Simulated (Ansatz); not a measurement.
Crystals of one structure type (zinc blende), relaxed and computed with plane-wave PAW HSE06 (Ansatz code).

| crystal | a (Å) | gap (eV) | B₀ by P(V) fit (GPa) |
|---|---|---|---|
| BP | 4.524 | 1.95 | 174 |
| AlP | 5.476 | 2.28 | 90.7 |
| GaP | 5.465 | 2.27 | 87.7 |
| InP | [?] | [?] | [?] |

Problem. Fill in the missing entries.

Solution. 
- InP, a (Å): 5.902
- InP, gap (eV): 1.38
- InP, B₀ by P(V) fit (GPa): 69.4

All cells were relaxed under the symmetry of their starts (and spin orders); stability against distortions was not tested throughout. Spin–orbit coupling is left out wherever it is not named.

Potentials: the later of the program's two PAW sets.
